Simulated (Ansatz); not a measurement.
A geometry of SnTe away from equilibrium: the start of the relaxation of a relaxed SnTe cell displaced along its unstable phonon at q = Γ (30i cm⁻¹), largest move 0.15 Å. Method: PBE (plane waves to 420 eV, PAW, scalar-relativistic; Ansatz, a first-principles code). Γ-centred k-mesh 9×9×9 on the run's cell (coarser than for final values), Fermi–Dirac smearing 0.05 eV.

```xyz
2
Lattice="0.0000 3.2046 3.2046 3.2046 0.0000 3.2046 3.2046 3.2046 0.0000" Properties=species:S:1:pos:R:3 pbc="T T T"
Te     0.0000     0.0000     0.1395
Sn     3.2046     3.2046     3.0546
```

What forces act on the atoms (eV/Å)?


| atom | Fx | Fy | Fz |
|---|---|---|---|
| Te1 | 0.00 | 0.00 | -0.32 |
| Sn2 | 0.00 | 0.00 | 0.32 |

What is the pressure?

+1.0 GPa, compression positive.

No spin polarisation in the result.

The run could not lose the symmetry of its start: the end is stationary, and may be a saddle point rather than a minimum.

The end of the path is a generated cell of SnTe: the first start was made by placing the elements on the sites of a structure type, and the end was not matched to a known phase here, so it may be hypothetical. Known forms of SnTe include space group No. 225.
